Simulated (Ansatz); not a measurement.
# SnSe: an elastic constant from a strain scan

All numbers below come from DFT r2SCAN, scalar-relativistic, plane waves, PAW (Ansatz). The runs took a 500 eV cutoff, a Γ-centred 10×10×10 mesh and Gaussian smearing (0.05 eV). No spin polarisation. Energies are free energies at this smearing, counted from the undisturbed cell; pressure is positive in compression.

Reference structure (as given, not relaxed at this level; it stands at 0.0 GPa; this rock-salt form isn't the usual structure):

```
CELL_PARAMETERS angstrom
0.00000 3.01000 3.01000
3.01000 0.00000 3.01000
3.01000 3.01000 0.00000
ATOMIC_POSITIONS crystal
Sn 0.00000 0.00000 0.00000
Se 0.50000 0.50000 0.50000
```

The cell is strained by ε times the Voigt pattern (0, 0, 1, 0, 0, 0) (xx, yy, zz, yz, xz, xy; engineering shear) with fractional coordinates fixed. The cell holds 2 atoms in V0 = 54.54 Å³. The stress column is τ = (1/V0) dE/dε, got from the stress tensor σ (compression positive) at each point as −det(1 + εP) σ : P(1 + εP)⁻¹, with P the pattern as a tensor.

| ε | ΔE (meV/atom) | τ (GPa) |
| --- | --- | --- |
| -0.0400 | 21.516 | -6.889 |
| -0.0300 | 11.559 | -4.849 |
| -0.0200 | 4.887 | -3.026 |
| -0.0100 | 1.143 | -1.405 |
| 0.0000 | 0.000 | 0.031 |
| 0.0100 | 1.154 | 1.297 |
| 0.0200 | 4.328 | 2.407 |
| 0.0300 | 9.269 | 3.374 |
| 0.0350 | 12.327 | 3.809 |
| 0.0400 | ? | ? |

Which combination of elastic constants does this scan measure, and how large is it?

For small ε, τ = τ0 + Kε with K = pᵀCp, which for this pattern is C11 in the cubic axes. The parabola through τ at ε = -0.0100, 0 and 0.0100 has slope K = 135 GPa at zero. The energies per cell, E = NΔE, of the same two points give K = 2[E(ε₊)/ε₊ − E(ε₋)/ε₋]/[(ε₊ − ε₋)V0] = 135 GPa, in agreement.

Predict the withheld row at ε = 0.0400 from the harmonic law, and compare.

ΔE = V0(τ0 ε + Kε²/2)/N = 18.610 meV/atom and τ = 5.44 GPa. The calculation gives 15.742 meV/atom and 4.21 GPa: the energy lies 15 % below the harmonic value, as bonds soften when stretched.